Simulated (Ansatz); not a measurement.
Simulated (Ansatz). Plane-wave DFT: natural occupations of the f shells on orthogonalised atomic orbitals at the end of the run, rising, by spin; atoms or cell relaxed as the task says.

```
cell
1.0
     2.1026   -6.9966    0.0000
     2.1026    6.9966    0.0000
     0.0000    0.0000   10.9439
Eu Lu Cu Te
2 2 2 6
Direct
  0.2415 0.7585 0.7500
  0.7585 0.2415 0.2500
  0.0000 0.0000 0.5000
  0.0000 0.0000 0.0000
  0.5291 0.4709 0.7500
  0.4709 0.5291 0.2500
  0.9172 0.0828 0.7500
  0.0828 0.9172 0.2500
  0.6439 0.3561 0.5621
  0.3561 0.6439 0.0621
  0.3561 0.6439 0.4379
  0.6439 0.3561 0.9379
```

Starting moments (μB): Eu number 1 7.53, Eu number 2 7.53; others 0.

cell charge: 0 e
spin: collinear
scf start: atoms
lower state search: off
functional: PBEsol
wave cutoff: 420 eV
k mesh: 8, 8, 4
k shift: 0, 0, 0 mesh steps
gaussian smearing: 0.05 eV
task: relax cell and atoms

Results:

```
shell atom  shell element  shell spin  shell occupation 1 (e)  shell occupation 2 (e)  shell occupation 3 (e)  shell occupation 4 (e)  shell occupation 5 (e)  shell occupation 6 (e)  shell occupation 7 (e)
         1             Eu          up                    0.97                    0.98                    0.98                    0.99                    0.99                    0.99                    0.99
         1             Eu        down                       0                       0                       0                       0                    0.01                    0.01                    0.01
         2             Eu          up                    0.97                    0.98                    0.98                    0.99                    0.99                    0.99                    0.99
         2             Eu        down                       0                       0                       0                       0                    0.01                    0.01                    0.01
```

Caveats: 4f shell without a U, which puts 4f levels too near the Fermi level; occupations loosely converged; open f or d shells may hold a state above the lowest.
